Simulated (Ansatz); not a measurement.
Values for one crystal, relaxed and computed with r²SCAN in the plane-wave PAW code Ansatz; other levels are named.

Volume per atom: 11.09 Å³
Electronic character: metallic (no gap)
Density of states at the Fermi level: 0.35 states/eV per atom (mean over ±0.08 eV)
Formation energy from the elements (no fitted shifts): -0.25 eV/atom

**Question.** Which of these materials gives this?
(A) TiBe2, cubic Laves (MgCu2 type)
(B) Ga3Ni2, La2O3 or Ni2Al3 type
(C) CsHg2, Imma (Cs on 4e, Hg on 8h)
(D) ReTc, P-6m2 (Tc on 1e, Re on 1b)

**Answer.** A, TiBe2, cubic Laves (MgCu2 type)

Space group Fd-3m (cubic Laves (MgCu2 type)). The workflow started from a Materials Project entry (that database holds measured and hypothetical structures alike); the Crystallography Open Database copy checked does not list it. Its standing as an ambient phase is unchecked. The r²SCAN relaxation kept the symmetry of its start; whether a distortion lowers the energy is not shown. Spin order of the final state: ferromagnetic, chosen from 4 collinear starts compared on coarse meshes (ties went to the first, and starts can fall back to one state), not a proven ground state. Other orbital occupations within this spin state were not tried. The references are the lowest solids computed at this level, not always the standard phases.

Potentials: the later of the program's two PAW sets.
